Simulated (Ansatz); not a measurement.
HfGe₂:
```xyz
6
Lattice="1.8907 -7.3700 0.0000 1.8907 7.3700 0.0000 0.0000 0.0000 3.7466" Properties=species:S:1:pos:R:3 pbc="T T T"
Hf     1.8907     5.8282     2.8100
Hf     1.8907    -5.8282     0.9367
Ge     1.8907     0.9004     2.8100
Ge     1.8907    -0.9004     0.9367
Ge     1.8907     3.6806     0.9367
Ge     1.8907    -3.6806     2.8100
```

Relaxed with PBEsol. Special points in fractions of this cell's reciprocal vectors: Γ (0.000, 0.000, 0.000); Y (-0.500, 0.500, 0.000); C0 (-0.266, 0.734, 0.000); Σ0 (0.266, 0.266, 0.000); Z (0.000, 0.000, 0.500); A0 (0.266, 0.266, 0.500); E0 (-0.266, 0.734, 0.500); T (-0.500, 0.500, 0.500); S (0.000, 0.500, 0.000); R (0.000, 0.500, 0.500).

Task: List the band energies nearest the Fermi level at these points for PBEsol (plane waves, PAW; program Ansatz).

Result: In eV from the Fermi level; about four levels below and three above (degenerate sets whole), none deeper than 8.9 eV; points with the same levels are listed once.

```json
[
 {"k": "Γ", "below": "-2.36 -2.20 -2.18 -0.22", "above": "1.46 1.73 1.81"},
 {"k": "Y", "below": "-2.30 -1.98 -1.56 -0.01", "above": "1.40 1.41 1.53"},
 {"k": "C0", "below": "-1.38 -0.70 -0.38 -0.02", "above": "0.90 1.15 1.95"},
 {"k": "Z", "below": "-2.56 -2.56 -1.76 -1.76", "above": "0.07 0.07 0.40 0.40"},
 {"k": "A0", "below": "-3.43 -3.43 -2.48 -2.48", "above": "1.65 1.65 2.84 2.84"},
 {"k": "T", "below": "-0.66 -0.66 -0.16 -0.16", "above": "2.46 2.46 2.75 2.75"},
 {"k": "S", "below": "-1.58 -0.60 -0.30 -0.19", "above": "0.49 1.16 2.17"},
 {"k": "R", "below": "-3.36 -3.36 -2.51 -2.51", "above": "2.04 2.04 2.63 2.63"}
]
```

Space group Cmcm. The workflow started from a Materials Project entry (that database holds measured and hypothetical structures alike); the Crystallography Open Database files this formula in space group No. 63, but the cells were not matched. Whether it is the stable phase at ambient conditions was not checked. Symmetry was held in the PBEsol relaxation; whether a distortion lowers the energy is not shown. No spin polarisation was allowed. Spin–orbit coupling is left out wherever it is not named.

Potentials: the later of the program's two PAW sets.
